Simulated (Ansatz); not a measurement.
## Structure relaxation, MgS

The start is a randomly generated symmetric cell of MgS (space group No. 131). A full variable-cell relaxation at zero pressure is run with r2SCAN (plane waves to 500 eV, PAW, scalar-relativistic; Ansatz, a program for electronic structure). The first steps use a 7×7×4 k-mesh.

Initial structure:
```
MgS
1.0
    4.48953     0.00000     0.00000
    0.00000     4.48953     0.00000
    0.00000     0.00000     9.39081
Mg S
4 4
Direct
  0.50000   0.50000   0.00000
  0.50000   0.50000   0.50000
  0.50000   0.50000   0.25000
  0.50000   0.50000   0.75000
  0.32754   0.00000   0.00000
  0.67246   0.00000   0.00000
  0.00000   0.32754   0.50000
  0.00000   0.67246   0.50000
```

Task: How much energy is released per atom?

Result: About 1.9 eV/atom.

Task: How does the volume change?

Result: +37.8 %, from 23.66 to 32.59 Å³/atom.

Task: How do the shortest distances between atoms change?

Result: The closest pairs of elements (up to four, under 3.6 Å), start → end: S–S 1.55 → 2.02 Å; Mg–Mg 2.35 → 3.10 Å; Mg–S 2.37 → 2.63 Å.

Task: Is the relaxed structure metallic? Give its gap.

Result: No gap (metallic).

Task: Give the final cell and atomic positions.

Result: 
Space group P4₂/mmc (No. 131); a = b = 4.5874 Å, c = 12.3902 Å, α = β = γ = 90.00°

```csv
atom,site,symmetry,x,y,z
Mg,2b,mmm.,0.5000,0.5000,0.5000
Mg,2f,-4m2,0.5000,0.5000,0.2500
S,4j,m2m.,0.2206,0.0000,0.0000
```

The space group stays P4₂/mmc (No. 131) (the run could not lower it), with 8 atoms in the primitive cell. Final values are on a 10×10×4 k-mesh of the relaxed cell. The start holds a very short contact (S–S 1.55 Å). The relaxed cell holds bonded S–S pairs (2.02 Å). No spin polarisation in the result.

The run could not lose the symmetry of its start, so the end can be a saddle point.

The relaxed structure here is a generated cell of MgS: the first start was made by a random draw of sites in a space group, and the end was not matched to a known phase here, so it may be hypothetical. Known forms of MgS include space group No. 216, 225.
